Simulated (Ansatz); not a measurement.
Relaxed SiO₂ (alpha-quartz type, space group P3_121):

```
SiO2
1.0
    5.02210     0.00000     0.00000
   -2.51105     4.34927     0.00000
    0.00000     0.00000     5.51028
Si O
3 6
Direct
  0.47672   0.00000   0.33333
  0.00000   0.47672   0.66667
  0.52328   0.52328   0.00000
  0.41453   0.25539   0.20512
  0.74461   0.15915   0.53845
  0.84085   0.58547   0.87179
  0.15915   0.74461   0.46155
  0.25539   0.41453   0.79488
  0.58547   0.84085   0.12821
```

A phonon eigenvector at Γ is frozen into this cell: atom i moves by Q times the vector below, so Q is the largest atomic displacement, in Å. The cell is held. It is one choice among 2 degenerate patterns.

```csv
atom,x,y,z
Si1,-0.016,0.000,0.000
Si2,0.097,0.065,0.300
Si3,0.097,-0.065,-0.300
O4,0.344,-0.021,-0.367
O5,-0.636,0.305,0.319
O6,0.136,0.990,0.047
O7,0.344,0.021,0.367
O8,0.136,-0.990,-0.047
O9,-0.636,-0.305,-0.319
```

Computed with PBE (plane waves to 420 eV, PAW, scalar-relativistic; Ansatz, an electronic-structure program). k mesh 8×8×6 (Γ-centred), Fermi-Dirac smearing 0.05 eV. E stands for the smeared free energy. SiO2 was relaxed with its symmetry unable to fall. ΔE is measured from the undisplaced structure.

```
Q (Å)   ΔE (meV/cell)
------  -------------
-0.180          228.7
-0.120          101.8
-0.060           25.6
0.000             0.0
0.060            26.4
0.120           108.0
0.180           249.4
```

Problem. Which DFPT wavenumber at Γ belongs to this mode?
(A) 114 cm⁻¹
(B) 1130 cm⁻¹
(C) 245 cm⁻¹
(D) 660 cm⁻¹

Solution. C, 245 cm⁻¹. The curvature of the scan gives 245 cm⁻¹

(For displaced atoms, the force is minus the slope of the energy, and its curvature is a force constant, which sets phonon frequencies.)
